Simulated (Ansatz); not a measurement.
CeO2 (fluorite, Fm-3m), PBEsol (plane waves, PAW; program Ansatz). The conduction-band minimum lies at L, with 4 equivalent valleys. Second derivatives d²E/dk² of the lowest band at one valley (eV·Å²), along Cartesian directions:

```
direction  d²E/dk²
---------  -------
[100]        2.436
[010]        2.436
[001]        2.436
[110]        4.155
[101]       0.7182
[011]       0.7182
```

**Question.** Find the principal effective masses, the density-of-states mass and the conductivity mass.

**Answer.** Off-diagonal terms follow from H_xy = H[110] − (H_xx + H_yy)/2, and m*/mₑ = 7.620 eV·Å² over each eigenvalue: 1.3, 11, 11. One valley's DOS mass (m₁m₂m₃)^(1/3) = 5.3, conductivity mass 3/(Σ 1/mᵢ) = 3.1 mₑ.

**Question.** What effective density of states Nc follows at 300 K for parabolic valleys?

**Answer.** Nc = 2.509e19 × 4 × (5.3)^(3/2) ≈ 1.2e21 cm⁻³.

**Question.** With the computed static dielectric constant 28.6 (mean of the diagonal), estimate a hydrogenic donor's binding energy and radius.

**Answer.** E = 13.606 eV × 3.1/28.6² ≈ 52 meV; a = 0.529 Å × ε/m* ≈ 4.9 Å. Semilocal masses tend to be too small when the gap is underestimated.

The PBEsol relaxation kept the symmetry of its start. No spin polarisation was allowed. The 4f shell is in the valence. No Hubbard U is applied. Spin–orbit coupling is left out wherever it is not named.

Potentials: the earlier of the program's two PAW sets. The files were generated under PBE; for other functionals the program regenerates the frozen cores, and for LDA and PBEsol the local potential too.
